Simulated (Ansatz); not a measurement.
## Computed properties of NaAu2

NaAu₂:
```yaml
crystal:
  lattice:
    - [0.00000, 3.92545, 3.92545]
    - [3.92545, 0.00000, 3.92545]
    - [3.92545, 3.92545, 0.00000]
  atoms:
    - { symbol: Na, position: [0.25000, 0.25000, 0.25000] }
    - { symbol: Na, position: [0.00000, 0.00000, 0.00000] }
    - { symbol: Au, position: [0.62500, 0.12500, 0.62500] }
    - { symbol: Au, position: [0.62500, 0.62500, 0.62500] }
    - { symbol: Au, position: [0.12500, 0.62500, 0.62500] }
    - { symbol: Au, position: [0.62500, 0.62500, 0.12500] }
```

Space group Fd-3m (No. 227), cubic Laves (MgCu2 type); conventional cell a = b = c = 7.8509 Å, α = β = γ = 90.00°.

Method: DFT-r²SCAN in the program Ansatz with PAW potentials. The cell and atoms are relaxed at this level. Other levels are named where they apply.

Cell and energy:

```
Property                                                      Result
-----------------------------------------------------  -------------
Volume per atom                                             20.16 Å³
Density                                                  11.45 g/cm³
Formation energy from the elements (no fitted shifts)  -0.39 eV/atom
```

Electronic structure:

```
Item                                                                         Value
------------------------------------  --------------------------------------------
Electronic character                                             metallic (no gap)
Density of states at the Fermi level  0.25 states/eV per atom (mean over ±0.08 eV)
```

The workflow started from a Materials Project entry (that database holds measured and hypothetical structures alike); the Crystallography Open Database files this formula in space group No. 227, but the cells were not matched. Its standing as an ambient phase is unchecked. The cell was relaxed with r²SCAN under the symmetry of its start; its stability against distortions is not shown here. The references are the lowest solids computed at this level, not always the standard phases. Spin–orbit coupling is left out wherever it is not named.

Potentials: the later of the program's two PAW sets.
